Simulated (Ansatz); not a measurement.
## Ansatz 0.2.0, relaxation: Mo₆Rh₇

input.yaml:

```yaml
crystal:
  lattice:
    - [2.423441, 4.197521, 0.0]
    - [-2.423441, 4.197521, 0.0]
    - [0.0, -2.798347, 8.690526]
  atoms:
    - { symbol: Rh, position: [0.0895, 0.0895, 0.7686] }
    - { symbol: Rh, position: [0.5896, 0.0895, 0.7686] }
    - { symbol: Rh, position: [0.0895, 0.5896, 0.7686] }
    - { symbol: Rh, position: [0.4104, 0.9105, 0.2314] }
    - { symbol: Rh, position: [0.9105, 0.9105, 0.2314] }
    - { symbol: Rh, position: [0.9105, 0.4104, 0.2314] }
    - { symbol: Mo, position: [0.1655, 0.1655, 0.4965] }
    - { symbol: Mo, position: [0.8345, 0.8345, 0.5035] }
    - { symbol: Rh, position: [0.0, 0.0, 0.0] }
    - { symbol: Mo, position: [0.4518, 0.4518, 0.3554] }
    - { symbol: Mo, position: [0.5482, 0.5482, 0.6446] }
    - { symbol: Mo, position: [0.3483, 0.3483, 0.0449] }
    - { symbol: Mo, position: [0.6517, 0.6517, 0.9551] }
  symmetry: { tolerance: 0.0003 }
kpoints:
  mp_grid: { grid: [5, 5, 5], shift: [0, 0, 0] }
magnetization:
  spin_polarized: false
scf:
  occupations: { method: fermi_dirac }
  lower_state_search: "off"
hamiltonian:
  pseudopotentials: { kind: paw }
  xc: pbesol
basis:
  ecutwfc: 420
  fft_grid_basis: typed
relax:
  max_steps: 40
  cell: { p_target: 5.0 }
  f_tol: 0.03
output:
  forces: true
  stress: true
  eigenvalues: true
  populations: true
  elf: true
  write_potential: true
  volumetric_format: npy
  dos:
    e_range: [-12, 8]
    de: 0.05
    projected: { site_lists: { Mo: [Mo], Rh: [Rh] } }
  bader: false
checkpoint:
  read: saved_state
```

Launch command:

```bash
ansatz run input.yaml --threads 2 --pin off --max-ram 3584MiB --backend cpu --events-out ev --progress --plain --runs-dir out
```

Origin of the cell: a known structure type with other elements, at an estimated volume, so it need not be a known compound.

The smearing width isn't typed, so it takes its default of 0.1 eV.

The saved state is a converged single point of the same cell.

Steps («new basis» is an SCF on plane waves selected anew at the same cell):

```tsv
step	ΔH (meV/atom)	max force component (eV/Å)	P (GPa)	volume (Å³)	SCF iterations	step was
1	0.0	0.929	25.42	176.81	6	accepted
2	-33.1	0.266	-9.74	197.35	7	accepted
3	-73.3	0.123	2.70	188.40	6	accepted
4	-74.4	0.055	5.25	186.84	6	accepted
5	-74.4	0.016	5.03	186.98	6	accepted
6	-74.4	0.002	5.00	187.00	6	accepted
7	-74.8	0.002	5.00	187.00	6	new basis
```

Step 1, with forces in eV/Å:

```xyz
13
Lattice="2.423 4.198 0.000 -2.423 4.198 0.000 0.000 -2.798 8.691" Properties=species:S:1:pos:R:3:forces:R:3 pbc="T T T" step=1
Rh    0.000   -1.399    6.680    0.000    0.734   -0.920
Rh    1.212    0.700    6.680   -0.636   -0.367   -0.920
Rh   -1.212    0.700    6.680    0.636   -0.367   -0.920
Rh   -1.212    4.897    2.011    0.636    0.367    0.920
Rh    0.000    6.996    2.011    0.000   -0.734    0.920
Rh    1.212    4.897    2.011   -0.636    0.367    0.920
Mo    0.000    0.000    4.315    0.000    0.000   -0.405
Mo    0.000    5.597    4.376    0.000    0.000    0.405
Rh    0.000    0.000    0.000    0.000    0.000    0.000
Mo    0.000    2.798    3.089    0.000    0.000    0.929
Mo    0.000    2.798    5.602    0.000    0.000   -0.929
Mo    0.000    2.798    0.390    0.000    0.000    0.185
Mo    0.000    2.798    8.300    0.000    0.000   -0.185
```

Step 2, with forces in eV/Å:

```xyz
13
Lattice="2.544 4.406 0.000 -2.544 4.406 0.000 0.000 -2.938 8.803" Properties=species:S:1:pos:R:3:forces:R:3 pbc="T T T" step=2
Rh    0.000   -1.462    6.687    0.000    0.157   -0.022
Rh    1.266    0.731    6.687   -0.136   -0.079   -0.022
Rh   -1.266    0.731    6.687    0.136   -0.079   -0.022
Rh   -1.266    5.144    2.116    0.136    0.079    0.022
Rh    0.000    7.337    2.116    0.000   -0.157    0.022
Rh    1.266    5.144    2.116   -0.136    0.079    0.022
Mo    0.000    0.000    4.329    0.000    0.000    0.265
Mo    0.000    5.875    4.473    0.000    0.000   -0.265
Rh    0.000    0.000    0.000    0.000    0.000    0.000
Mo    0.000    2.938    3.169    0.000    0.000   -0.179
Mo    0.000    2.938    5.634    0.000    0.000    0.179
Mo    0.000    2.938    0.407    0.000    0.000    0.266
Mo    0.000    2.938    8.395    0.000    0.000   -0.266
```

Step 3, with forces in eV/Å:

```xyz
13
Lattice="2.500 4.331 0.000 -2.500 4.331 0.000 0.000 -2.887 8.700" Properties=species:S:1:pos:R:3:forces:R:3 pbc="T T T" step=3
Rh    0.000   -1.436    6.617    0.000    0.123   -0.042
Rh    1.244    0.718    6.617   -0.107   -0.062   -0.042
Rh   -1.244    0.718    6.617    0.107   -0.062   -0.042
Rh   -1.244    5.056    2.083    0.107    0.062    0.042
Rh    0.000    7.210    2.083    0.000   -0.123    0.042
Rh    1.244    5.056    2.083   -0.107    0.062    0.042
Mo    0.000    0.000    4.301    0.000    0.000   -0.021
Mo    0.000    5.774    4.399    0.000    0.000    0.021
Rh    0.000    0.000    0.000    0.000    0.000    0.000
Mo    0.000    2.887    3.131    0.000    0.000   -0.032
Mo    0.000    2.887    5.569    0.000    0.000    0.032
Mo    0.000    2.887    0.428    0.000    0.000    0.053
Mo    0.000    2.887    8.271    0.000    0.000   -0.053
```

Step 4, with forces in eV/Å:

```xyz
13
Lattice="2.490 4.313 0.000 -2.490 4.313 0.000 0.000 -2.876 8.696" Properties=species:S:1:pos:R:3:forces:R:3 pbc="T T T" step=4
Rh    0.000   -1.429    6.614    0.000    0.051   -0.020
Rh    1.238    0.714    6.614   -0.044   -0.025   -0.020
Rh   -1.238    0.714    6.614    0.044   -0.025   -0.020
Rh   -1.238    5.037    2.083    0.044    0.025    0.020
Rh    0.000    7.180    2.083    0.000   -0.051    0.020
Rh    1.238    5.037    2.083   -0.044    0.025    0.020
Mo    0.000    0.000    4.299    0.000    0.000   -0.055
Mo    0.000    5.751    4.397    0.000    0.000    0.055
Rh    0.000    0.000    0.000    0.000    0.000    0.000
Mo    0.000    2.876    3.131    0.000    0.000   -0.007
Mo    0.000    2.876    5.565    0.000    0.000    0.007
Mo    0.000    2.876    0.435    0.000    0.000    0.003
Mo    0.000    2.876    8.261    0.000    0.000   -0.003
```

Step 5, with forces in eV/Å:

```xyz
13
Lattice="2.491 4.314 0.000 -2.491 4.314 0.000 0.000 -2.876 8.700" Properties=species:S:1:pos:R:3:forces:R:3 pbc="T T T" step=5
Rh    0.000   -1.428    6.615    0.000    0.006    0.005
Rh    1.237    0.714    6.615   -0.005   -0.003    0.005
Rh   -1.237    0.714    6.615    0.005   -0.003    0.005
Rh   -1.237    5.038    2.085    0.005    0.003   -0.005
Rh    0.000    7.180    2.085    0.000   -0.006   -0.005
Rh    1.237    5.038    2.085   -0.005    0.003   -0.005
Mo    0.000    0.000    4.295    0.000    0.000    0.016
Mo    0.000    5.752    4.405    0.000    0.000   -0.016
Rh    0.000    0.000    0.000    0.000    0.000    0.000
Mo    0.000    2.876    3.132    0.000    0.000    0.004
Mo    0.000    2.876    5.568    0.000    0.000   -0.004
Mo    0.000    2.876    0.437    0.000    0.000    0.006
Mo    0.000    2.876    8.264    0.000    0.000   -0.006
```

Step 7, with forces in eV/Å:

```xyz
13
Lattice="2.491 4.314 0.000 -2.491 4.314 0.000 0.000 -2.876 8.702" Properties=species:S:1:pos:R:3:forces:R:3 pbc="T T T" step=7
Rh    0.000   -1.428    6.617    0.000    0.001    0.000
Rh    1.237    0.714    6.617   -0.001    0.000    0.000
Rh   -1.237    0.714    6.617    0.001    0.000    0.000
Rh   -1.237    5.038    2.085    0.001    0.000    0.000
Rh    0.000    7.180    2.085    0.000   -0.001    0.000
Rh    1.237    5.038    2.085   -0.001    0.000    0.000
Mo    0.000    0.000    4.297    0.000    0.000    0.000
Mo    0.000    5.752    4.405    0.000    0.000    0.000
Rh    0.000    0.000    0.000    0.000    0.000    0.000
Mo    0.000    2.876    3.133    0.000    0.000   -0.002
Mo    0.000    2.876    5.568    0.000    0.000    0.002
Mo    0.000    2.876    0.437    0.000    0.000    0.000
Mo    0.000    2.876    8.264    0.000    0.000    0.000
```

* Enthalpy lowered by: 74.8 meV/atom
* Volume change: 5.77 %
* Final pressure: 5.00 GPa
* Relaxation steps listed: 7

Caveats: no moments, though an odd count or open d shells may carry them; the k mesh is coarse if the cell is a metal; the relaxation held the start's symmetry, so the end may be a saddle point.

The run took 110 s on 2 threads of Arm Neoverse V1, with other jobs on the host, peak memory 0.74 GiB, from a saved density.
